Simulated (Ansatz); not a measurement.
Given:

C:
Space group C2/c (No. 15); a = 4.650 Å, b = 9.162 Å, c = 3.602 Å, α = γ = 90.00°, β = 115.37°

```csv
atom,site,symmetry,x,y,z
C,8f,1,0.0205,0.1968,0.0520
C,8f,1,0.2408,0.3311,0.1232
```
(The calculation used a cell of 8 atoms; values per cell refer to that cell.)

This is the r²SCAN-relaxed structure.

Task: All from the program Ansatz at the r²SCAN level (PAW), unless another level is named. Give the smallest direct gap on the standard path.

Result: 1.25 eV.

Task: And the hole effective mass?

Result: 0.52, 1.1, 2.8 mₑ (principal values).

Task: Predict the electron effective mass.

Result: 0.40, 0.45, 3.0 mₑ (principal values).

Task: Next, the valence-band maximum?

Result: at Γ.

The start of the workflow was typed in or built on a structure type; neither database checked (COD, Materials Project) lists it. It is not the phase usual at ambient conditions (space group No. 194, 227). The cell was relaxed with r²SCAN under the symmetry of its start; whether a distortion lowers the energy is not shown. The volume moved by 103 % from the start of the relaxation.

Potentials: the earlier of the program's two PAW sets.
